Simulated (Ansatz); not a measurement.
Cu3N in space group Pm-3m (No. 221; N on 1a, Cu on 3d), LDA (plane waves, PAW; program Ansatz), all energies at zero smearing, with the estimated change up to a 700 eV cutoff added, with one set of potentials and settings (totals compare only within such a set). Cell of 4 atoms (1 N, 3 Cu): -20039.938 eV.

```
element                reference phase  E (eV/atom)
-------  -----------------------------  -----------
N        P4_2/mnm, 4 atoms in the cell    -373.6497
Cu          Fm-3m, 1 atoms in the cell   -6555.7242
```

Formation energy per atom, worked out: (-20039.938 − 1×(-373.6497) − 3×(-6555.7242))/4 = 0.221 eV/atom (21 kJ per mol of atoms), at 0 K, without zero-point energy or fitted corrections.

The cell was relaxed with LDA under the symmetry of its start; of distortions, only those at the zone centre were tested. The run is not spin-polarised. The volume moved by 16 % from the start of the relaxation. Its formation energy is positive at this level, so the cell may be metastable or incomplete. The references are the lowest solids computed at this level, not always the standard phases (solids in place of the gases).

Potentials: the later of the program's two PAW sets.
